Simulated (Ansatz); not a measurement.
One crystal and one scan (energy over volume and axial ratio) at two levels, PBE (plane waves to 420 eV, PAW, scalar-relativistic; Ansatz, a first-principles code) and r2SCAN (plane waves to 500 eV, PAW, scalar-relativistic; Ansatz), each from its own relaxed cell and on its own mesh. The cell shown is that of PBE.

TiN (rock salt)

```yaml
crystal:
  lattice:
    - [0.00000, 2.12337, 2.12337]
    - [2.12337, 0.00000, 2.12337]
    - [2.12337, 2.12337, 0.00000]
  atoms:
    - { symbol: N, position: [0.00000, 0.00000, 0.00000] }
    - { symbol: Ti, position: [0.50000, 0.50000, 0.50000] }
```

Grid over V/V₀ and (c/a)/(c/a)₀, subscript 0 meaning the relaxed cell; the conventional c axis lies along z; no internal relaxation.

The energy includes the smearing's −TS. The PAW data are Ansatz's earlier set. TiN is run without spin polarisation. TiN was relaxed with its symmetry unable to fall. With partly filled bands, the response to shear is sensitive to the k mesh, so small differences along c/a are uncertain. Percentages come from the unrounded values. Both scans cover V/V₀ from 0.960 to 1.040 and (c/a)/(c/a)₀ from 0.960 to 1.040.

```json
[
 {"quantity": "Lattice constant a (Å)", "PBE": "4.247", "r2SCAN": "4.233", "PBE − r2SCAN": "+0.014 (+0.3 %)"},
 {"quantity": "Shear modulus C′ = (C11 − C12)/2 (fit, atoms clamped) (GPa)", "PBE": "219", "r2SCAN": "234", "PBE − r2SCAN": "-15 (-6 %)"}
]
```

PBE gives the higher value for: lattice constant a. PBE gives the lower value for: shear modulus C′.

(Under strain, the slope of the energy per volume gives the stress and its curvature an elastic modulus.)
